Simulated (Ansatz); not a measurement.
CoSn₃ in space group Cmce (No. 64; Co on 8d, Sn on 8f, Sn on 16g) under volume change, PBEsol in the plane-wave PAW code Ansatz, shape and atoms relaxed at each volume.

```tsv
V (Å³/atom)	E − E(relaxed) (meV/atom)	P (GPa)
18.352	54.8	10.69
18.957	22.7	6.43
19.562	5.3	2.90
20.167	0.0	0.01
20.772	4.6	-2.33
21.377	16.8	-4.10
21.982	35.0	-5.48
```

What does a third-order Birch–Murnaghan fit give for V₀, B₀ and B′?

V₀ = 20.17 Å³/atom, B₀ = 84.5 GPa, B′ = 6.3.

The workflow started from a Materials Project entry (that database holds measured and hypothetical structures alike); the Crystallography Open Database copy checked does not list it. Whether it is the stable phase at ambient conditions was not checked. Symmetry was held in the PBEsol relaxation; whether a distortion lowers the energy is not shown. The run is not spin-polarised. Scalar-relativistic: spin–orbit coupling is off unless named, which matters more the heavier the elements.

Potentials: the later of the program's two PAW sets.
